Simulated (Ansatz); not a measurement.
Ansatz input

```yaml
crystal:
  lattice:
    - [2.8033701174, 0.0, 0.0]
    - [-1.4016850587, 2.4277897379, 0.0]
    - [0.0, 0.0, 4.5138801907]
  atoms:
    - { symbol: Mn, position: [0.3333333333, 0.6666666667, 0.25], spin: 3.772 }
    - { symbol: Mn, position: [0.6666666667, 0.3333333333, 0.75], spin: 3.772 }
hamiltonian:
  xc: r2scan
  pseudopotentials:
    kind: paw
    azcp:
      Mn: "pseudopotentials/Mn.paw.azcp"
basis:
  ecutwfc: 500
  fft_grid_basis: typed
kpoints:
  mp_grid: { grid: [21, 21, 12], shift: [0, 0, 0] }
magnetization:
  spin_polarized: true
scf:
  occupations: { method: fermi_dirac, width: 0.05 }
```

Terminal output

```
Engine: ansatz 0.2.0, x86_64-unknown-linux-gnu
Pseudopotentials: kind: paw
Pseudopotential: Mn, paw, valence charge 15, recommended cutoff 500 eV (meta_gga) 
Functional definition: r2SCAN
  parameter k0 = 0.174
  parameter k1 = 0.065
  parameter a1 = 4.9479
  exchange = r2scan_x(k0 = k0, k1 = k1, a1 = a1)
  correlation = r2scan_c
Crystal: 2 atoms, lattice volume = 30.721 Å³
Basis set: ecut = 500 eV, 785 PW (Γ), exchange–correlation on 96×96×144 points (64 copies of the dense FFT grid, shifted against one another)
Bands: 23, of which v1, the nominal top of the filled ones, is band 15 counted from 1 (14 counted from 0)
Symmetry: 24 space group operations
Space group: P63/mmc (ITA 194), of the structure as read, at distance tolerance 3.1e-5 Å
Magnetic group: BNS 194.263 (UNI 1493), of the structure as read, at distance tolerance 3.1e-5 Å
k-points: 336 of 5292
Non-local potential: Mn, projectors of the file, l = 0: 3, l = 1: 2, l = 2: 3, l = 3: 1
PAW form: soft (Blöchl's): semilocal exchange-correlation on the pseudo side does not see the compensation charge
PAW frozen core: Mn, regenerated for the run's functional (the file was generated under x = pbe(κ = 0.804, μ = 0.2195149727645171), c = pbe(β = 0.06672455060314922))
PAW one-centre angular grid: Mn, 590 points (default); XC on 160 Gauss nodes
Initial density: superposition of atomic densities (chi_scale 0.1, normalization cell)
Starting moments: Σ|m| = 7.544 μB on 2 of 2 sites
Initial wavefunctions: pseudopotential atomic-orbital guess
Functional: x = r2scan, c = r2scan; τ floored in thin density (d = 2e-4 eV/Å³)
iter 1 solved again at ethr=9.13e-4 eV; its pass at ethr=3.10e-3 eV (dr2=2.74e-1 eV) is discarded
SCF iter   1: F=—  HF=-7806.750071 eV  |F-HF|=—  |Δ(HF+E_count)|=         —  Δρ=3.54e-2 (↑8.81e-3 ↓3.54e-2)  dr2=3.17e-1  dr2_τ=4.75e-3  dr2_m=1.15e-1  M=7.441 μB ∫|m|=7.474 μB  β_m=1.00  ethr=9.13e-4  ⟨swp⟩=2.5  Hψ=83993  notcnv=0
Mixer restart at iter 1: flushing history
eigensolver tolerance schedule calibrated: the retry pair's looser diagonalisation under-reported the residual by θ = 0.14 (0.26/decade); ethr = c·dr2/N_el runs at the constant in force after the calibration composes with the one it found (an armed cap, an earlier calibration), c = 1.5e-2
SCF iter   2: F=—  HF=-7806.958229 eV  |F-HF|=—  |Δ(HF+E_count)|=   2.08e-1  Δρ=1.31e-2 (↑1.31e-2 ↓1.29e-2)  dr2=4.30e-2  dr2_τ=7.81e-4  dr2_m=3.22e-2  M=7.405 μB ∫|m|=7.539 μB  β_m=1.00  ethr=1.59e-4  ⟨swp⟩=4.1  Hψ=39509  notcnv=0  defer=28  κ⁻¹=1.0e0(r=1)
SCF iter   3: F=—  HF=-7807.229537 eV  |F-HF|=—  |Δ(HF+E_count)|=         —  Δρ=1.56e-2 (↑1.56e-2 ↓5.61e-3)  dr2=3.68e-2  dr2_τ=7.82e-4  dr2_m=2.03e-2  M=7.522 μB ∫|m|=7.715 μB  β_m=1.00  ethr=2.15e-5  ⟨swp⟩=2.5  Hψ=32991  notcnv=0  defer=645
Mixer restart at iter 3: flushing history
SCF iter   4: F=—  HF=-7807.352767 eV  |F-HF|=—  |Δ(HF+E_count)|=   1.23e-1  Δρ=5.06e-3 (↑5.05e-3 ↓5.06e-3)  dr2=1.51e-2  dr2_τ=5.31e-4  dr2_m=3.28e-5  M=7.519 μB ∫|m|=7.723 μB  β_m=1.00  ethr=1.84e-5  ⟨swp⟩=2.0  Hψ=29633  notcnv=0  defer=648  κ⁻¹=1.0e0(r=1)
SCF iter   5: F=—  HF=-7807.481169 eV  |F-HF|=—  |Δ(HF+E_count)|=   1.28e-1  Δρ=3.19e-3 (↑3.19e-3 ↓3.12e-3)  dr2=6.79e-3  dr2_τ=1.73e-4  dr2_m=1.05e-5  M=7.515 μB ∫|m|=7.725 μB  β_m=1.00  ethr=7.56e-6  ⟨swp⟩=2.0  Hψ=30265  notcnv=0  defer=648  κ⁻¹=6.8e-2(r=2)
SCF iter   6: F=—  HF=-7807.576344 eV  |F-HF|=—  |Δ(HF+E_count)|=   9.52e-2  Δρ=1.16e-3 (↑7.99e-4 ↓1.16e-3)  dr2=9.49e-4  dr2_τ=1.10e-5  dr2_m=2.81e-5  M=7.508 μB ∫|m|=7.723 μB  β_m=1.00  ethr=3.40e-6  ⟨swp⟩=2.5  Hψ=31679  notcnv=0  defer=646  κ⁻¹=3.6e-3(r=3)
SCF iter   7: F=—  HF=-7807.579135 eV  |F-HF|=—  |Δ(HF+E_count)|=   2.79e-3  Δρ=6.05e-4 (↑6.05e-4 ↓2.66e-4)  dr2=1.98e-4  dr2_τ=1.98e-6  dr2_m=1.55e-5  M=7.506 μB ∫|m|=7.718 μB  β_m=1.00  ethr=4.76e-7  ⟨swp⟩=2.0  Hψ=25712  notcnv=0  defer=644  κ⁻¹=9.3e-4(r=4)
SCF iter   8: F=—  HF=-7807.579535 eV  |F-HF|=—  |Δ(HF+E_count)|=   4.00e-4  Δρ=2.27e-4 (↑2.27e-4 ↓1.08e-4)  dr2=1.99e-5  dr2_τ=2.42e-7  dr2_m=1.74e-6  M=7.503 μB ∫|m|=7.716 μB  β_m=1.00  ethr=9.92e-8  ⟨swp⟩=2.1  Hψ=25724  notcnv=0  defer=648  κ⁻¹=2.9e-4(r=5)
SCF iter   9: F=—  HF=-7807.579683 eV  |F-HF|=—  |Δ(HF+E_count)|=   1.48e-4  Δρ=3.45e-5 (↑3.45e-5 ↓3.44e-5)  dr2=5.55e-7  dr2_τ=3.00e-8  dr2_m=2.84e-8  M=7.503 μB ∫|m|=7.717 μB  β_m=1.00  ethr=9.97e-9  ⟨swp⟩=2.1  Hψ=25749  notcnv=0  defer=646  κ⁻¹=8.8e-6(r=6)
SCF iter  10: F=—  HF=-7807.579694 eV  |F-HF|=—  |Δ(HF+E_count)|=   1.10e-5  Δρ=2.39e-5 (↑2.39e-5 ↓1.84e-5)  dr2=1.67e-7  dr2_τ=7.39e-9  dr2_m=3.57e-8  M=7.503 μB ∫|m|=7.717 μB  β_m=1.00  ethr=2.78e-10  ⟨swp⟩=2.1  Hψ=25821  notcnv=0  defer=646  κ⁻¹=2.5e-6(r=7)
SCF iter  11: F=—  HF=-7807.579697 eV  |F-HF|=—  |Δ(HF+E_count)|=   3.06e-6  Δρ=1.78e-5 (↑1.78e-5 ↓5.85e-6)  dr2=1.02e-7  dr2_τ=1.63e-9  dr2_m=1.47e-8  M=7.503 μB ∫|m|=7.716 μB  β_m=1.00  ethr=8.36e-11  ⟨swp⟩=3.1  Hψ=32900  notcnv=0  defer=647  κ⁻¹=2.8e-7(r=8)
SCF iter  12: F=—  HF=-7807.579698 eV  |F-HF|=—  |Δ(HF+E_count)|=   5.19e-7  Δρ=2.43e-6 (↑2.43e-6 ↓1.59e-6)  dr2=3.38e-9  dr2_τ=1.36e-11  dr2_m=1.25e-10  M=7.503 μB ∫|m|=7.716 μB  β_m=1.00  ethr=5.09e-11  ⟨swp⟩=2.2  Hψ=26329  notcnv=0  defer=647  κ⁻¹=5.9e-8(r=8)
SCF iter  13: F=-7807.579698 eV  HF=-7807.579698 eV  |F-HF|=2.97e-9  |Δ(HF+E_count)|=   2.25e-8  Δρ=2.87e-6 (↑2.87e-6 ↓2.58e-6)  dr2=7.14e-9  dr2_τ=1.89e-11  dr2_m=2.62e-11  M=7.503 μB ∫|m|=7.716 μB  ethr=1.69e-12  ⟨swp⟩=1.9  Hψ=44888  notcnv=0
SCF 1 converged in 13 iterations: F = -7807.579698 eV  dr2 = 7.14e-9
WARN: an SCF from antiferromagnetic starting moments (-3.84, 3.84 Bohr magnetons, atom by atom) was not made, by what the run has read of turns of its moments that order reads lower: the deck asks for what bars it, or types moments that do (magnetization.spin_polarized, in the input reference, names some of the keys), or the run goes by scf.lower_state_search: light, the default, which as a rule tries one only behind a close that has lost an order of both signs, or on which an open d or half-filled 4f shell of a PAW file has lost a moment that was set nearer to Hund's than to what is left; or, under a Hubbard U, one that names an f shell that the input leaves bare beside given moments, or a larger moment for a shell of low spin that is given one. standard, with a start from the atoms, tries one behind each close (in a relaxation, ahead of its steps or at their end). To set out from that order, type those moments (crystal.atoms[].spin; where shells were raised to Hund's moment, beside crystal.symmetry.detect: false) under scf.lower_state_search: light. The bands of the close that named these starting moments, or of the one ahead of a search that led to it (under cold or Methfessel-Paxton smearing those of the Gaussian ahead of it) read a cost of -50.57 meV for the turn to them, carried on from a small turn (-50.57 by the pairs of d shells alone)
this state was not tested for a lower state beside it, because the mixer in use, unlike msr1, does not test its closes by its own steps (another_mixer; see scf.mixing.algorithm and scf.lower_state_search)
SCF converged after 13 iterations
Magnetization: 7.5028 μB (18.7514 up, 11.2486 down)
Absolute magnetization: 7.7165 μB (∫|ρ↑−ρ↓|, with the PAW one-centre terms)
Spin contamination: 0.2401 ħ² per cell (⟨S²⟩ above its minimum at these occupations)
Per-site moments (μB) at R_I (Å): [(3.7527189340882448, 1.1456370898422483), (3.752718934088245, 1.1456370898422483)]
Free energy (F): -7807.579698 eV
Harris-Foulkes:  -7807.579698 eV  (|F-HF|=2.97e-9)
Internal energy: -7807.567167 eV  (E = F + TS)
E sigma→0 (E₀):  -7807.573432 eV
Entropy (-TS):   -0.012531 eV (-6.265 meV/atom)
Fermi energy:    13.625852 eV
--- Per-component energies (eV) ---
  E_band       = -538.049185
  E_kinetic    = 601.318440
  E_local      = -3897.364675  (includes V_loc(G=0)·N_el)
  E_nonlocal   = 500.515430
  E_hartree    = 1598.129748
  E_xc         = -215.665300
  E_vxc        = -317.319938  (∫ρ·V_xc dr)
  E_paw        = -2629.744631  (= ΣΔE_a)
  E_vpaw       = -643.202192  (= ΣTr[D̂ρ^β])
  E_aug_tail   = -0.000009  (compensation charges beyond the density's cutoff)
  E_vtau       = 21.751078  (kinetic-family band-sum trace: ∫τ·v_τ [+ j·A + Jᵃ·Aᵃ] dr)
  E_ewald      = -3764.190085
  E_core_change = -0.566086  (= ΣΔE_core)
  E_smearing   = -0.012531  (= −TS)
  E_closure    = 0.000000  (closes the sum)
  Σ components = -7807.579698   (vs F -7807.579698, Δ=0.00e0)
```

Launched by

```sh
ansatz run input.yaml --threads 1 --pin off --max-ram 3584MiB --backend cpu --events-out ev --progress --plain --runs-dir out
```

On 1 thread of Intel(R) Xeon(R) Platinum 8259CL CPU @ 2.50GHz (Skylake/Cascade Lake) (shared host) this took about 100 s of wall time and 100 s of CPU time.
